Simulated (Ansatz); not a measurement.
Name crystals whose computed values (PBEsol in the plane-wave PAW code Ansatz) fall in these windows: G_Hill (GPa) 40 to 53; B₀ by P(V) fit (GPa) 120 to 140; Θ_D (K) 210 to 250.



| crystal | G_Hill (GPa) | B₀ by P(V) fit (GPa) | Θ_D (K) |
|---|---|---|---|
| BiRh, NiAs type | 46.1 | 132 | 234 |
Others may fit too.

Standing as an ambient phase not checked: BiRh, NiAs type. The cell was relaxed under the symmetry of its start. Rows with no word on spin ran without spin polarisation. Scalar-relativistic: spin–orbit coupling is off unless named, which matters more the heavier the elements.

Potentials: the later of the program's two PAW sets.
